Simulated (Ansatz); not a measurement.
One crystal and one scan (energy against volume) at two levels, PBE (plane waves to 420 eV, PAW, scalar-relativistic; Ansatz, an electronic-structure program) and r2SCAN (plane waves to 500 eV, PAW, scalar-relativistic; Ansatz), each from its own relaxed cell and on its own mesh. The cell shown is that of PBE.

TiB2 (AlB2 type, space group P6/mmm)

```xyz
3
Lattice="3.0320 0.0000 0.0000 -1.5160 2.6258 0.0000 0.0000 0.0000 3.2243" Properties=species:S:1:pos:R:3 pbc="T T T"
Ti     0.0000     0.0000     0.0000
B      0.0000     1.7505     1.6122
B      1.5160     0.8753     1.6122
```

The volume is varied about the relaxed value V₀ at fixed cell shape. Symmetry pins the atoms to their sites.

The energy includes the smearing's −TS. TiB2 is run without spin polarisation. TiB2 was relaxed with its symmetry unable to fall. With the shape held, the modulus is that of even scaling; a crystal free to change shape is softer. Percentages come from the unrounded values. Both scans cover V/V₀ from 0.900 to 1.100.

Results of PBE:

```
Quantity                                                                     Result
---------------------------------------------------------------------------  ------
Lattice constant a (Å)                                                        3.032
Relaxed volume (Å³/atom)                                                       8.56
Pressure at the smallest volume (GPa)                                          32.9
Energy cost of the largest compression (meV/atom)                                81
Energy cost of the largest expansion (meV/atom)                                  58
Bulk modulus at fixed cell shape B₀ (third-order Birch-Murnaghan fit) (GPa)   255.1
Pressure for 5 % compression (fit) (GPa)                                       14.4
```

Task: Estimate the r2SCAN values.

Result: 
| quantity | r2SCAN | PBE − r2SCAN |
|---|---|---|
| Lattice constant a (Å) | 3.025 | +0.007 (+0.2 %) |
| Relaxed volume (Å³/atom) | 8.51 | +0.05 (+0.5 %) |
| Pressure at the smallest volume (GPa) | 33.9 | -1.0 (-2.8 %) |
| Energy cost of the largest compression (meV/atom) | 83 | -2 (-2 %) |
| Energy cost of the largest expansion (meV/atom) | 60 | -2 (-2 %) |
| Bulk modulus at fixed cell shape B₀ (third-order Birch-Murnaghan fit) (GPa) | 262.7 | -7.6 (-2.9 %) |
| Pressure for 5 % compression (fit) (GPa) | 14.9 | -0.5 (-3 %) |

PBE gives the higher value for: lattice constant a. PBE gives the lower value for: pressure at the smallest volume; bulk modulus at fixed cell shape B₀; pressure for 5 % compression. They agree on: relaxed volume (within 0.6 %). Neither level is exact: the differences show how much the result hangs on the functional.

(Under strain, the slope of the energy per volume gives the stress and its curvature an elastic modulus.)
